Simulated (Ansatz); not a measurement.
Input and command of a plane-wave DFT calculation in Ansatz:

```yaml
crystal:
  lattice:
    - [0.0, 2.1249927721, 2.1249927721]
    - [2.1249927721, 0.0, 2.1249927721]
    - [2.1249927721, 2.1249927721, 0.0]
  atoms:
    - { symbol: Ti, position: [0.0, 0.0, 0.0] }
    - { symbol: C, position: [0.5, 0.5, 0.5] }
basis:
  ecutwfc: 420
kpoints:
  mp_grid: { grid: [16, 16, 16] }
hamiltonian:
  xc: pbesol
scf:
  occupations: { method: gaussian, width: 0.1 }
output:
  forces: true
  stress: true
  eigenvalues: true
```

```bash
ansatz run input.yaml --threads 1 --pin off --max-ram 2560MiB --backend cpu --events-out ev --progress --plain --runs-dir out
```

Processor: Arm Neoverse V2, 1 thread, on a host shared with other jobs.

Question: How long does it run, and how much memory does it take?

Answer: About 1.8 s on 1 thread of Arm Neoverse V2, on a shared host, peak memory 0.31 GiB. It solves 12 bands at 145 k points (the mesh reduced by the symmetry that the task leaves, which can be less than the crystal's) with about 339 plane waves, in 6 SCF iterations.
